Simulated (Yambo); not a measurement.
Yambo run on RbAuS₂O₈ (space group P-1, No. 2). The wavefunctions are norm-conserving LDA (Quantum ESPRESSO, 84 Ry, without SOC) ones on a 2×2×1 mesh (44 occupied bands); a = 4.3562 Å, b = 5.1682 Å, c = 9.0377 Å, α = 76.96°, β = 88.31°, γ = 74.31°.

Yambo input:

```
rim_cut
gw0
dyson
el_el_corr
HF_and_locXC
ppa
em1d
RandQpts= 1000000
RandGvec= 1 Ry
EXXRLvcs= 84 Ry
VXCRLvcs= 336 Ry
Chimod= "HARTREE"
% BndsRnXp
 5 | 286 |
%
NGsBlkXp= 7 Ry
% LongDrXp
 1.0 | 1.0 | 1.0 |
%
PPAPntXp= 27.2114 eV
% GbndRnge
 1 | 116 |
%
GTermKind= "none"
DysSolver= "n"
ExtendOut
% QPkrange
 1 | 1 | 45 | 45 |
 4 | 4 | 44 | 45 |
%
```

k points by index: 1 = Γ, 4 = (-0.5, -0.5, 0).

The o-*.qp file then holds:

```
#    K-point    Band    Eo [eV]    E [eV]    E-Eo [eV]    Vxc [eV]    Vnlxc [eV]    Sc|Eo [eV]    Sc|E [eV]    dSc/dw|Eo [eV]    Re(Z)    Im(Z)
#
    1    45    1.599263    3.704104    2.104841    -22.08263    -18.80330    -0.661367    -1.174499    -6.633558    0.803999    -0.001267
    4    44    0.000000    -0.261271    -0.261271    -20.71759    -26.42414    5.376996    5.445283    -7.108170    0.792881    -0.001346
    4    45    1.696204    3.866124    2.169920    -22.33563    -18.85398    -0.778386    -1.311738    -6.688155    0.802705    -0.001292
```
(The two width columns are left out.) Convergence of these settings isn't established.

Geometry of the Materials Project entry, not relaxed at this level.
